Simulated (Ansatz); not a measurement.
LaScHO$_{2}$ in space group P4/mmm (No. 123; La on 1d, Sc on 1a, O on 2f, H on 1b) at seven volumes, plane-wave PAW PBEsol (Ansatz code), shape and atoms relaxed at each. One row is withheld.

```
V (Å³/atom)  P (GPa)
-----------  -------
11.372         15.28
11.747             ?
12.122          4.30
12.497          0.00
12.872         -3.65
13.247         -6.76
13.622         -9.39
```

Q: Fit the shown pressures and predict the withheld one.

A: Third-order Birch–Murnaghan: P = (3/2)B₀(x^(7/2) − x^(5/2))[1 + (3/4)(B′ − 4)(x − 1)] with x = (V₀/V)^(2/3). Least squares on the six rows gives V₀ = 12.497 Å³/atom, B₀ = 131.6 GPa, B′ = 4.38. At V = 11.747, x = 1.0421 and P = 9.33 GPa. The run itself gave 9.34 GPa.

The start of the workflow was typed in or built on a structure type; neither database checked (COD, Materials Project) lists it. Whether it is the stable phase at ambient conditions was not checked. The PBEsol relaxation kept the symmetry of its start; whether a distortion lowers the energy is not shown. No spin polarisation was allowed. Scalar-relativistic: spin–orbit coupling is off unless named, which matters more the heavier the elements.

Potentials: the earlier of the program's two PAW sets. The files were generated under PBE; for other functionals the program regenerates the frozen cores, and for LDA and PBEsol the local potential too.
